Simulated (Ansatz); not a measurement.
ZnPtC₆N₆, one structure, two calculations

Cell: an entry of the Crystallography Open Database (COD), ions relaxed with PBE at fixed cell.

Space group Fm-3m (No. 225); a = 10.5241 Å.

```csv
site,Wyckoff,site symmetry,x,y,z
Zn,4b,m-3m,0.5000,0.5000,0.5000
Pt,4a,m-3m,0.0000,0.0000,0.0000
C,24e,4m.m,0.5000,0.5000,0.1902
N,24e,4m.m,0.5000,0.5000,0.3001
```

One atom of each set is listed; the run and its k-mesh use a cell of 14 atoms with edges of 7.44, 7.44, 7.44 Å.

First run. Computed with Ansatz: DFT, PBE, plane waves and PAW, scalar-relativistic, 420 eV cutoff, Γ-centred 5×5×5 k-points, Fermi–Dirac smearing 0.05 eV.

```
site  V_zz (10²¹ V/m²)     η
   C             -3.78  0.00
   N             -5.81  0.00
```

Second run. The same atoms and settings, except that spin–orbit coupling is included (fully relativistic PAW files).

(1) What does the second run give?

Results:

(1) 

```json
{"site": "C", "V_zz": "-3.78", "η": "0.00", "change of V_zz": "0.00"}
{"site": "N", "V_zz": "-5.82", "η": "0.00", "change of V_zz": "-0.01"}
```

No V_zz moves by more than 0.01. Sites without a gradient aren't listed.

The database entry as given showed forces above 3 eV/Å or a pressure above 30 GPa, though relaxing it moves no atom far.
